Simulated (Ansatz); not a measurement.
NbAg in space group Pmma (No. 51; Ag on 2e, Nb on 2f) at seven volumes, plane-wave PAW PBE (Ansatz code), shape and atoms relaxed at each. One row is withheld.

```
V (Å³/atom)  P (GPa)
-----------  -------
16.079         16.95
16.609         10.28
17.139          4.69
17.669          0.01
18.199         -3.88
18.729             ?
19.259         -9.69
```

Q: Fit the shown pressures and predict the withheld one.

A: Third-order Birch–Murnaghan: P = (3/2)B₀(x^(7/2) − x^(5/2))[1 + (3/4)(B′ − 4)(x − 1)] with x = (V₀/V)^(2/3). Least squares on the six rows gives V₀ = 17.672 Å³/atom, B₀ = 140.8 GPa, B′ = 5.15. At V = 18.729, x = 0.9620 and P = -7.04 GPa. The run itself gave -7.08 GPa.

The start of the workflow was typed in or built on a structure type; neither database checked (COD, Materials Project) lists it. Whether it is the stable phase at ambient conditions was not checked. Symmetry was held in the PBE relaxation; its stability against distortions is not shown here. The run is not spin-polarised. Its formation energy is positive at this level, so the cell may be metastable or incomplete.

Potentials: the later of the program's two PAW sets.
